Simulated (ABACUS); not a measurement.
A self-consistent single point of a model cell of NiGe2 (I4/mcm, 12 atoms in the cell; prototype structure) with ABACUS.

All values come from this method and carry its errors: PBE, numerical atomic orbitals DZP (confined pseudo-atomic orbitals; energy shift 0.01 Ry), PseudoDojo 0.5 standard norm-conserving PBE (tails mended) pseudopotentials in ABACUS.

```yaml
crystal:
  lattice:
    - [5.58957, 0.00000, 0.00000]
    - [0.00000, 5.58957, 0.00000]
    - [0.00000, 0.00000, 4.49757]
  atoms:
    - { symbol: Ge, position: [0.15800, 0.65800, 0.00000] }
    - { symbol: Ge, position: [0.15800, 0.34200, 0.50000] }
    - { symbol: Ge, position: [0.84200, 0.65800, 0.50000] }
    - { symbol: Ge, position: [0.84200, 0.34200, 0.00000] }
    - { symbol: Ge, position: [0.65800, 0.15800, 0.50000] }
    - { symbol: Ge, position: [0.65800, 0.84200, 0.00000] }
    - { symbol: Ge, position: [0.34200, 0.15800, 0.00000] }
    - { symbol: Ge, position: [0.34200, 0.84200, 0.50000] }
    - { symbol: Ni, position: [0.00000, 0.00000, 0.25000], spin: 2.0 }
    - { symbol: Ni, position: [0.00000, 0.00000, 0.75000], spin: 2.0 }
    - { symbol: Ni, position: [0.50000, 0.50000, 0.75000], spin: 2.0 }
    - { symbol: Ni, position: [0.50000, 0.50000, 0.25000], spin: 2.0 }
```
(The spins are starting values, not results.)

Reference input (self-consistent single point, DFT, PBE, numerical atomic orbitals DZP (confined pseudo-atomic orbitals; energy shift 0.01 Ry), PseudoDojo 0.5 standard norm-conserving PBE (tails mended) pseudopotentials): basis = DZP numerical atomic orbitals, energy shift 0.01 Ry; KPT = Gamma 2 2 3 0 0 0; basis_type = lcao; ecutwfc = 100 Ry; smearing_method = mp; smearing_sigma = 0.00734986 Ry; nspin = 2; potentials = PseudoDojo 0.5 standard norm-conserving PBE (tails mended); symmetry = 1; symmetry_prec = 1e-05; nbands = 114; ks_solver = genelpa. This run's input differs from it in these lines:

```diff
@@ -6,3 +6,3 @@
 orbital_dir          ./
-ecutwfc              100.0
+ecutwfc              30.0
 symmetry             1
```

The program printed (abridged):

```
 SELF-CONSISTENT
 -------------------------------------------

                  longest orb rcut (Bohr) = 7
   longest nonlocal projector rcut (Bohr) = 1.94
                     search radius (Bohr) = 17.9

                          real space grid = [ 40, 40, 30 ]

                                 init_chg = atomic

 LCAO ALGORITHM --------------- ION=   1  ELEC=   1--------------------------------
          total magnetism (Bohr mag/cell) = 2.30706
       absolute magnetism (Bohr mag/cell) = 2.3577
                        nelec for spin up = 93.1535
                      nelec for spin down = 90.8465

 Density error is 0.0559435232418
   [... lines left out ...]
 E_KohnSham     -2770.4813244289     -37694.3322148199
 E_Fermi        1.5422034429         20.9827542988

 LCAO ALGORITHM --------------- ION=   1  ELEC=  15--------------------------------
          total magnetism (Bohr mag/cell) = 7.36376e-05
       absolute magnetism (Bohr mag/cell) = 8.15319e-05
                        nelec for spin up = 92
                      nelec for spin down = 92

 Density error is 8.2400384367e-07
 E_KohnSham     -2770.4813243158     -37694.3322132806
 E_KS(sigma->0) -2770.4811435455     -37694.3297537743
 E_entropy(-TS) -0.0005423109        -0.0073785188
 E_Fermi        1.5422031441         20.9827502337
 charge density convergence is achieved
 final etot is -37694.332213 eV
 EFERMI = 20.982750234 eV

 STATE ENERGY(eV) AND OCCUPATIONS    NSPIN == 2
SPIN UP :
   [... 111 lines left out ...]

SPIN DOWN :
   [... 111 lines left out ...]

-------------------------------------------------
 Total Magnetism (uB)
-------------------------------------------------
                        Ge1         0.0000035260
                        Ge2         0.0000035260
                        Ge3         0.0000035259
                        Ge4         0.0000035259
                        Ge5         0.0000035237
                        Ge6         0.0000035236
                        Ge7         0.0000035237
                        Ge8         0.0000035236
                        Ni1         0.0000113209
                        Ni2         0.0000113198
                        Ni3         0.0000113994
                        Ni4         0.0000113991
-------------------------------------------------

 --------------------------------------------
 !FINAL_ETOT_IS -37694.3322132805769797 eV
 --------------------------------------------
```

The run converged in 15 iterations. Against the reference run the free energy goes down by 437 meV/atom.

The starting geometry comes from a prototype or from typed values, not from a relaxation at this level; it need not be a known phase. The atom-centred basis is finite, which shifts total energies against plane waves. The run is spin-polarised and ends with a net moment of 0.00 μB in the cell. Forces and stress are left out: the polarisation orbitals used for some of these elements are too diffuse to give them reliably, and gaps can carry the same lack. This run is one point of a test of settings, so its values need not be converged; read them against the reference run alone. All moments were started parallel; another magnetic order can lie lower. No clean gap shows at this smearing width and mesh (spacing up to 0.56 Å⁻¹); the mesh is coarse for partly filled bands, so the values carry mesh errors.

Cost on one core: around 30 core-seconds (rough).

The atomic orbitals were generated for these runs; they are not ABACUS's published sets and were checked against plane waves on a few crystals only.

“Tails mended”: in these copies of the files the far tail of each local potential was reset to the Coulomb form.
